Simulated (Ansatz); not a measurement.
Q: Name crystals whose computed values (plane-wave PAW LDA (Ansatz code)) fall in these windows: Θ_D (K) 180 to 240; G_Hill (GPa) 24 to 31.

A: 

| crystal | Θ_D (K) | G_Hill (GPa) |
|---|---|---|
| Sb, A7 (α-As type) | 214 | 27.6 |
| SnTe, rock salt | 227 | 31.0 |
| TePb, rock salt | 192 | 29.3 |
| Cd, hcp (Mg type) | 205 | 25.9 |
| TiTe2, CdI2 type | 228 | 27.4 |
Others may fit too.

Weakly bound layers, chains or molecules computed without a dispersion correction, so cells and soft constants are ill determined: TiTe2, CdI2 type. All cells were relaxed under the symmetry of their starts (and spin orders); stability against distortions was not tested throughout. Rows with no word on spin ran without spin polarisation. Spin–orbit coupling is left out wherever it is not named.

Potentials: the later of the program's two PAW sets.
